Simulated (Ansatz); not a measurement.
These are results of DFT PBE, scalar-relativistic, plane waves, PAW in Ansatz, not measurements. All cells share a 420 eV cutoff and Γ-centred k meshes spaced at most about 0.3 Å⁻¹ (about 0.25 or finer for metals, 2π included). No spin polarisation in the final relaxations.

All energies are static (0 K, no zero-point motion).

Two forms of ZrAl2N3 were relaxed alike.

A.

```
Zr Al N
1.0
     2.99339    0.00000    0.00000
    -1.49670    2.59235    0.00000
     0.00000    0.00000    7.54298
Zr Al N
1 2 3
Direct
  0.00000 0.00000 0.50000
  0.66667 0.33333 0.84422
  0.33333 0.66667 0.15578
  0.00000 0.00000 0.00000
  0.66667 0.33333 0.30397
  0.33333 0.66667 0.69603
```

B.

```
Zr Al N
1.0
     2.97523    0.00000    0.00000
    -1.48762    2.57663    0.00000
     0.00000    0.00000   15.82097
Zr Al N
2 4 6
Cartesian
  1.4876 0.8589 2.6778
  1.4876 0.8589 13.1431
  0.0000 1.7178 0.0000
  0.0000 1.7178 5.3657
  0.0000 1.7178 10.4553
  1.4876 0.8589 7.9105
  0.0000 0.0000 14.6019
  0.0000 0.0000 4.1463
  0.0000 0.0000 9.1788
  0.0000 0.0000 1.2191
  0.0000 0.0000 6.6422
  0.0000 0.0000 11.6747
```

Question: Which is lower in energy, and by how much?

Answer: A is lower, by 0.35 eV/atom. A has Zr and Al ordered on rock salt sites, space group P-3m1 (No. 164), 9.8 Å³/atom and no gap on its mesh; B has space group P-6m2 (No. 187), 10.1 Å³/atom and no gap. The denser one is the lower, and pressure would at first widen the difference. In A, around Zr lie 6 N at 2.27 Å, 6 Zr at 2.99 Å and 6 Al at 3.12 Å; around Al lie 6 N at 2.06–2.09 Å, 9 Al at 2.92–2.99 Å and 3 Zr at 3.12 Å; N on a site of symmetry -3m has 6 Al at 2.09 Å; 1 more site not described. In B, around Zr lie 6 N at 2.25–2.26 Å, 6 Zr at 2.98 Å and 6 Al at 3.18–3.19 Å; Al on a site of symmetry -6m2 has 6 N at 2.11 Å, 6 Al at 2.98 Å and 6 Zr at 3.18 Å; around N on its first site lie 3 Al at 2.11 Å, 3 Zr at 2.25 Å and 1 N at 2.44 Å; 4 more sites not described. Both come from invented guesses.

A magnetic state wasn't ruled out in cells without spin, among them P-6m2. Cells relaxed within their symmetry can be saddle points.
